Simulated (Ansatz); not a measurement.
The start is a relaxed CdS cell, doubled along one cell vector, shaken by Gaussian noise of σ = 0.08 Å a coordinate. A full variable-cell relaxation at zero pressure is run with PBEsol (plane waves to 420 eV, PAW, scalar-relativistic; Ansatz, an electronic-structure program). The first steps use a coarse 4×7×4 k-mesh.

Starting cell:
```
CELL_PARAMETERS angstrom
      8.24611     0.00000     0.00000
     -2.06153     3.57067     0.00000
      0.00000     0.00000     6.71190
ATOMIC_POSITIONS crystal
  Cd 0.32501 0.32398 0.97799
  Cd 0.84037 0.36651 0.01339
  Cd 0.15603 0.65165 0.50204
  Cd 0.66185 0.68806 0.51194
  S  0.33184 0.34934 0.63073
  S  0.81834 0.32007 0.64000
  S  0.18328 0.70104 0.12409
  S  0.65330 0.63490 0.09459
```

```yaml
energy_released: 71 meV/atom
relative_to_the_parent: It returns to the parent structure, P6₃mc (No. 186)
Shortest distances (start → end): "The closest pairs of elements (up to four, under 3.6 Å), start → end: Cd–S 2.33 → 2.52 Å"
band_gap_at_the_end: 1.09 eV, direct at Γ (no spin-orbit coupling)
optimiser_moves: 3
```

It ends as:

```cif
data_Cd2S2
_chemical_formula_sum 'Cd2 S2'
_space_group_name_H-M_alt 'P63mc'
_space_group_IT_number 186
_space_group_name_Hall 'P 6c -2c'
_cell_length_a 4.12322
_cell_length_b 4.12322
_cell_length_c 6.71021
_cell_angle_alpha 90.000
_cell_angle_beta 90.000
_cell_angle_gamma 120.000
loop_
_atom_site_label
_atom_site_type_symbol
_atom_site_symmetry_multiplicity
_atom_site_Wyckoff_symbol
_atom_site_fract_x
_atom_site_fract_y
_atom_site_fract_z
_atom_site_occupancy
Cd1 Cd 2 b 0.66667 0.33333 0.49991 1
S1 S 2 b 0.33333 0.66667 0.37640 1
```

Final values are on a 9×9×5 k-mesh of the relaxed cell. No spin polarisation in the result.
